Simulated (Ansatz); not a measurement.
A geometry of SnSe2 away from equilibrium: the start of the relaxation of a relaxed SnSe2 cell, doubled along one cell vector, shaken by Gaussian noise of σ = 0.08 Å a coordinate. Level of theory: r2SCAN (plane waves to 500 eV, PAW, scalar-relativistic; Ansatz, an electronic-structure program). Γ-centred k-mesh 4×7×4 on the run's cell (coarser than for final values), Fermi–Dirac smearing 0.05 eV.

```xyz
6
Lattice="7.6810 0.0000 0.0000 -1.9202 3.3260 0.0000 0.0000 0.0000 6.5251" Properties=species:S:1:pos:R:3 pbc="T T T"
Sn     0.0426     0.0231    -0.0073
Sn     3.8300    -0.0186    -0.0808
Se    -0.0109     2.2569     1.6801
Se     3.8962     2.0865     1.4034
Se     1.8080     1.0387     4.9324
Se     5.7432     0.9794     4.8604
```

Which atoms carry the largest force, and which way does it point?

1.03 eV/Å, on Se4 (atoms numbered as listed); on Se4 its components are (-0.20, 0.56, 0.84).

What is the pressure?

+0.2 GPa, compression positive.

No spin polarisation in the result. Without a van der Waals term the distances between weakly bound units are poorly fixed.

The end of the path is a generated cell of SnSe2: the first start was made by placing the elements on the sites of a structure type, and the end was not matched to a known phase here, so it may be hypothetical. Known forms of SnSe2 include space group No. 164.
